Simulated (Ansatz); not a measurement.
YGe2Rh2:
```xyz
5
Lattice="-2.0530 2.0530 5.1571 2.0530 -2.0530 5.1571 2.0530 2.0530 -5.1571" Properties=species:S:1:pos:R:3 pbc="T T T"
Y      0.0000     0.0000     0.0000
Ge     0.0000     0.0000     6.4146
Ge     0.0000     0.0000     3.8996
Rh     2.0530     0.0000     2.5785
Rh     0.0000     2.0530     2.5785
```

Relaxed with r²SCAN. Special points in fractions of this cell's reciprocal vectors: Γ (0.000, 0.000, 0.000); X (0.000, 0.000, 0.500); P (0.250, 0.250, 0.250); N (0.000, 0.500, 0.000); M (0.500, 0.500, -0.500); S (0.290, 0.710, -0.290); S0 (-0.290, 0.290, 0.290); R (-0.079, 0.079, 0.500); G (0.500, 0.500, -0.079).

Problem. List the band energies nearest the Fermi level at these points for r²SCAN (plane waves, PAW; program Ansatz).

Solution. In eV from the Fermi level; about four levels below and three above (degenerate sets whole), none deeper than 8.9 eV; points with the same levels are listed once.

```csv
k,below,above
Γ,-0.91 -0.91 -0.37 -0.01,2.31 2.31 2.77
X,-1.81 -1.77 -1.73 -1.54,0.43 0.74 3.00
P,-1.76 -1.74 -1.72 -1.72,0.61 0.61 2.53
N,-2.62 -2.26 -1.45 -0.02,1.83 2.02 2.90
M,-1.29 -0.60 -0.60 -0.01,0.02 1.30 2.58
S,-2.83 -2.53 -2.49 -2.49,0.08 0.30 0.38
R,-2.21 -1.78 -1.38 -0.88,0.43 0.80 3.02
```

Space group I4/mmm. The workflow started from a Materials Project entry (that database holds measured and hypothetical structures alike); the Crystallography Open Database files this formula in space group No. 139, but the cells were not matched. Whether it is the stable phase at ambient conditions was not checked. Symmetry was held in the r²SCAN relaxation; its stability against distortions is not shown here. No spin polarisation was allowed. Scalar-relativistic: spin–orbit coupling is off unless named, which matters more the heavier the elements.

Potentials: the later of the program's two PAW sets.
